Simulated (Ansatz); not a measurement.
**Levels of theory for SnPb3O4 (litharge sites, Pmm2)**

All numbers come from Ansatz 0.2.0. The calculation is non-magnetic, and the structure need not be a phase that has been made.

Structure: an 8-atom cell of SnPb3O4 built on the litharge structure (relaxed group Pmm2), at its r2SCAN+rVV10 minimum. The symmetry is Pmm2 (No. 25, orthorhombic); a = 3.926 Å, b = 7.858 Å, c = 4.961 Å in the conventional setting, 19.13 Å³ an atom. Sn has 4 O at 2.16–2.21 Å; Pb has 4 O at 2.32–2.33 Å; O has 1 Sn at 2.16 Å and 3 Pb at 2.33–2.35 Å; O has 2 Sn at 2.21 Å and 2 Pb at 2.32 Å; Pb has 4 O at 2.30–2.35 Å; O has 4 Pb at 2.30–2.33 Å.

```yaml
crystal:
  lattice:
    - [3.92590, 0.00000, 0.00000]
    - [0.00000, 7.85839, 0.00000]
    - [0.00000, 0.00000, 4.96128]
  atoms:
    - { symbol: Sn, position: [0.50000, 0.00000, 0.77822] }
    - { symbol: Pb, position: [0.00000, 0.24469, 0.24410] }
    - { symbol: O, position: [0.50000, 0.23871, 0.99309] }
    - { symbol: O, position: [0.00000, 0.00000, 0.98229] }
    - { symbol: Pb, position: [0.50000, 0.50000, 0.76142] }
    - { symbol: Pb, position: [0.00000, 0.75531, 0.24410] }
    - { symbol: O, position: [0.50000, 0.76129, 0.99309] }
    - { symbol: O, position: [0.00000, 0.50000, 0.00369] }
```

Gaps on the r2SCAN+rVV10 cell, each the least over its mesh and the special points:
```csv
level,k mesh,gap (eV),kind,edges,least direct gap (eV)
PBE,6×4×6,0.78,indirect,Y–Γ (0.30) → X,2.15
PBE+SOC,6×4×6,0.66,indirect,Y–Γ (0.30) → X,2.03
r2SCAN,6×4×6,1.07,indirect,Y–Γ (0.30) → X,2.50
HSE06,4×2×4,1.37,indirect,Y–Γ (0.30) → X,2.88
PBE0,4×2×4,2.03,indirect,Y–Γ (0.30) → X,3.55
```
PBE, PBE+SOC: smearing of 0.02 eV; the others have fixed occupations.
Wave cutoffs: 420 eV, 500 eV (r2SCAN).
Points off the special ones are mesh points or PBE's searched band edges, reused at the other levels.

The HSE06 gap is indirect, 1.37 eV (Y–Γ (0.30 of the way from Y) to X), below the direct gap of 2.88 eV at X. Spin-orbit coupling changes the PBE gap by -0.12 eV, to 0.66 eV.

r2SCAN covers 48 % of the step from PBE to HSE06. Spin-orbit coupling moves the least or the direct gap by up to 0.12 eV, so it has to be included where a tenth of an eV counts. All these functionals give a gap of the same kind, indirect.

Only the levels marked +SOC include spin-orbit coupling.

The meshes of the hybrids are coarse, so their gaps aren't converged to the digits shown.
